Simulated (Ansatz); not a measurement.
Task: Each is relaxed and computed with the program Ansatz at the PBE level (PAW). Which is the only one with a gap?
(A) TiSi2, P4/mmm (Si on 2f, Ti on 1b)
(B) TiGe2, MoSi2 or CaC2 type
(C) TiO2, Pbca (Ti on 8c, O on 8c, O on 8c)
(D) TiGe, P6/mmm (Ti on 3f, Ge on 1a, Ge on 2d)

Result: C, TiO2, Pbca (Ti on 8c, O on 8c, O on 8c). TiO2: gap 2.39 eV; TiGe2: metal; TiSi2: metal; TiGe: metal. Constructed cells (a structure type filled with these elements, in neither database checked): TiGe2, MoSi2 or CaC2 type; TiSi2, P4/mmm (Si on 2f, Ti on 1b); TiGe, P6/mmm (Ti on 3f, Ge on 1a, Ge on 2d). Not the usual ambient phase: TiSi2, P4/mmm (Si on 2f, Ti on 1b). All cells were relaxed under the symmetry of their starts (and spin orders); stability against distortions was not tested throughout. Rows with no word on spin ran without spin polarisation. Scalar-relativistic: spin–orbit coupling is off unless named, which matters more the heavier the elements.

Potentials: the later of the program's two PAW sets.
